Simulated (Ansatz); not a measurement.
## ZrSeS: computed property card

ZrSeS:
```
CELL_PARAMETERS angstrom
      3.64680     0.00000     0.00000
     -1.82340     3.15822     0.00000
      0.00000     0.00000     5.81575
ATOMIC_POSITIONS crystal
  Zr 0.00000 0.00000 0.01335
  Se 0.66667 0.33333 0.73302
  S  0.33333 0.66667 0.25363
```

Space group P3m1 (No. 156); conventional cell a = b = 3.647 Å, c = 5.816 Å, α = β = 90.00°, γ = 120.00°.

Method: DFT-LDA in the program Ansatz with PAW potentials. Structure relaxed to zero pressure with the same functional. Other levels are named where they apply.

Cell and energy:

```json
{
  "volume_per_atom": "22.33 Å³",
  "density": "5.01 g/cm³",
  "Formation energy from the elements (no fitted shifts)": "-1.48 eV/atom"
}
```

Electronic structure:

```json
{
 "band_gap": "0.25 eV (indirect)",
 "valence_band_maximum": "at Γ",
 "conduction_band_minimum": "at L (3 equivalent valleys)",
 "smallest_direct_gap_on_the_standard_path": "1.11 eV",
 "electron_effective_mass": "0.23, 0.52, 2.7 mₑ (principal values)",
 "Hole effective mass, band 1 of 2 at the edge": "0.27 along x, 1.7 along z (mₑ)",
 "Hole effective mass, band 2 of 2 at the edge": "0.20 along x, 1.7 along z (mₑ)"
}
```

Mechanics:

```json
{
 "Bulk modulus (Birch–Murnaghan fit)": "32.1 GPa",
 "Pressure derivative B′": "11.2",
 "Elastic constants (relaxed ions, GPa)": "C11 = 129, C12 = 26.8, C13 = 8.9, C14 = -2.8, C33 = 48.2, C44 = 13.1",
 "mechanical_stability": "stable (all eigenvalues of C positive)",
 "hill_bulk_and_shear_moduli": "39.0 and 27.4 GPa",
 "Young's modulus": "66.6 GPa",
 "Poisson's ratio": "0.22",
 "debye_temperature_from_the_elastic_constants": "273 K"
}
```

Dielectric response:

```json
{
  "Electronic dielectric constant ε∞ (DFPT)": "16.7 (xx = yy), 8.66 (zz)",
  "Static dielectric constant ε0 (ions relaxed, cell fixed)": "61.7 (xx = yy), 9.52 (zz)",
  "Born charges (a third of the trace)": "Zr +5.60, Se -2.68, S -2.92 e"
}
```

Phonons:

```json
{
  "Highest zone-centre frequency (without LO–TO term)": "38.5 meV",
  "zone_centre_stability": "no imaginary mode at Γ",
  "dynamical_stability_on_the_path": "stable (no imaginary branch)",
  "zero_point_energy": "34.0 meV/atom",
  "Vibrational entropy at 300 K": "32.4 J/(K·mol of atoms)"
}
```

The workflow started from a Materials Project entry (that database holds measured and hypothetical structures alike); the Crystallography Open Database copy checked does not list it. With Se and S taken as one species the cell has the higher symmetry P-3m1, so it may be an ordered model of a mixed-site phase. Its standing as an ambient phase is unchecked. Symmetry was held in the LDA relaxation. No spin polarisation was allowed. A crystal of weakly bound layers computed without a dispersion correction: the cell and the soft elastic constants depend strongly on that. The references are the lowest solids computed at this level, not always the standard phases. Spin–orbit coupling is left out wherever it is not named.

Potentials: the later of the program's two PAW sets.
